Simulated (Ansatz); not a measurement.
The start is a relaxed Na2S cell with every coordinate shifted by Gaussian noise of σ = 0.45 Å. A full variable-cell relaxation at zero pressure is run with r2SCAN (plane waves to 500 eV, PAW, scalar-relativistic; Ansatz, an electronic-structure program). The first steps use a coarse 6×6×6 k-mesh.

Initial structure:
```
CELL_PARAMETERS angstrom
      0.00000     3.25563     3.25563
      3.25563     0.00000     3.25563
      3.25563     3.25563     0.00000
ATOMIC_POSITIONS crystal
  Na 0.26842 0.10480 0.16350
  Na 0.93600 0.61534 0.81386
  S  0.05464 0.73002 0.08999
```

```yaml
energy_released: about 1.0 eV/atom
relative_to_the_parent: It returns to the parent structure, Fm-3m (No. 225)
band_gap_at_the_end: 3.09 eV, direct at Γ (no spin-orbit coupling)
optimiser_moves: 6
```

Relaxed structure:

```cif
data_Na8S4
_chemical_formula_sum 'Na8 S4'
_space_group_name_H-M_alt 'Fm-3m'
_space_group_IT_number 225
_space_group_name_Hall '-F 4 2 3'
_cell_length_a 6.51128
_cell_length_b 6.51128
_cell_length_c 6.51128
_cell_angle_alpha 90.000
_cell_angle_beta 90.000
_cell_angle_gamma 90.000
loop_
_atom_site_label
_atom_site_type_symbol
_atom_site_symmetry_multiplicity
_atom_site_Wyckoff_symbol
_atom_site_fract_x
_atom_site_fract_y
_atom_site_fract_z
_atom_site_occupancy
Na1 Na 8 c 0.25000 0.25000 0.25000 1
S1 S 4 a 0.00000 0.00000 0.00000 1
```
(The calculation used a cell of 3 atoms; values per cell refer to that cell.)

Final values are on a 9×9×9 k-mesh of the relaxed cell. The start holds a very short contact (S–Na 1.96 Å). No spin polarisation in the result.
